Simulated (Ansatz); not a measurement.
Sn:
```yaml
crystal:
  lattice:
    - [-2.93020, 2.93020, 1.60755]
    - [2.93020, -2.93020, 1.60755]
    - [2.93020, 2.93020, -1.60755]
  atoms:
    - { symbol: Sn, position: [0.75000, 0.25000, 0.50000] }
    - { symbol: Sn, position: [0.00000, 0.00000, 0.00000] }
```

Relaxed with r²SCAN. Special points in fractions of this cell's reciprocal vectors: Γ (0.000, 0.000, 0.000); X (0.000, 0.000, 0.500); M (-0.500, 0.500, 0.500); Z (0.325, 0.325, -0.325); Z0 (-0.325, 0.675, 0.325); P (0.250, 0.250, 0.250); N (0.000, 0.500, 0.000).

Q: List the band energies nearest the Fermi level at these points for plane-wave PAW r²SCAN (Ansatz code).

A: In eV from the Fermi level; about four levels below and three above (degenerate sets whole), none deeper than 8.9 eV; points with the same levels are listed once.

| k | below | above |
|---|---|---|
| Γ | -3.61 -2.07 -2.07 | 3.42 6.53 6.53 |
| X | – | 0.61 0.61 1.85 1.85 |
| M | -7.78 -7.78 -4.92 -4.92 | 5.17 5.17 9.88 9.88 |
| Z | -5.75 -3.10 -3.03 -3.03 | 3.30 5.89 5.89 |
| P | -6.20 -6.20 -3.65 -3.65 | 3.68 3.68 4.20 4.20 |
| N | -5.58 -2.31 -1.79 -1.26 | 2.54 3.01 4.92 |

Space group I4_1/amd (β-Sn type). The cell was relaxed with r²SCAN under the symmetry of its start. Scalar-relativistic: spin–orbit coupling is off unless named, which matters more the heavier the elements.

Potentials: the earlier of the program's two PAW sets. The files were generated under PBE; for other functionals the program regenerates the frozen cores, and for LDA and PBEsol the local potential too.
